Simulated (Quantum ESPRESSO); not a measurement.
# Kohn-Sham bands of SnO₂ (Pnnm)

```xyz
6
Lattice="4.7880 0.0000 0.0000 0.0000 4.8666 0.0000 0.0000 0.0000 3.2409" Properties=species:S:1:pos:R:3 pbc="T T T"
Sn     2.3940     2.4333     1.6204
Sn     0.0000     0.0000     0.0000
O      1.3974     1.5624     0.0000
O     -1.3974    -1.5624     0.0000
O     -0.9966     0.8709     1.6204
O      0.9966    -0.8709     1.6204
```

Structure: Materials Project mp-550172, symmetrised, not relaxed again. Not found in the COD (Crystallography Open Database) copy used, which has the formula in other groups; not checked further. Computed values, not measurements, from PBEsol: Quantum ESPRESSO (norm-conserving PseudoDojo potentials, cutoff 68 Ry, spinors with spin-orbit coupling) on a Γ-centred 4×4×6 mesh, then Wannier90. Density: 6×6×10 mesh, Gaussian smearing 0.01 Ry.

### Question
List the Kohn-Sham levels between −8 and 3.7 eV relative to the valence-band maximum at the high-symmetry points, as a band run of pw.x on that density gives them (levels within 2 meV counted together).

### Answer
```csv
point,k (reciprocal lattice),levels (eV)
Γ,0.000 0.000 0.000,"-7.93 (×2), -4.09 (×2), -3.74 (×2), -3.65 (×2), -2.85 (×2), -1.94 (×2), -1.92 (×2), -1.20 (×2), -1.17 (×2), -0.65 (×2), -0.62 (×2), -0.01 (×2), 0.72 (×2)"
X,0.500 0.000 0.000,"-6.44 (×4), -2.94 (×4), -2.84 (×4), -1.74 (×4), -1.15 (×4), -0.45 (×4)"
S,0.500 0.500 0.000,"-5.48 (×4), -3.71 (×4), -2.85 (×4), -1.82 (×4), -1.26 (×4), -0.73 (×4)"
Y,0.000 0.500 0.000,"-6.34 (×4), -2.96 (×4), -2.83 (×4), -1.91 (×4), -1.13 (×4), -0.57 (×4)"
Z,0.000 0.000 0.500,"-7.02 (×4), -4.05 (×4), -3.67 (×4), -2.55 (×4), -1.46 (×4), -1.05 (×4)"
U,0.500 0.000 0.500,"-6.70 (×4), -5.43 (×2), -5.28 (×2), -4.01 (×2), -3.99 (×2), -1.73 (×2), -1.73 (×2), -0.84 (×2), -0.83 (×2), -0.74 (×2), -0.73 (×2)"
R,0.500 0.500 0.500,"-7.73 (×4), -4.76 (×4), -2.48 (×4), -2.37 (×4), -0.85 (×4), -0.67 (×4)"
T,0.000 0.500 0.500,"-6.83 (×4), -5.36 (×2), -5.21 (×2), -4.01 (×2), -3.98 (×2), -1.44 (×2), -1.43 (×2), -1.04 (×2), -1.04 (×2), -0.64 (×2), -0.62 (×2)"
```
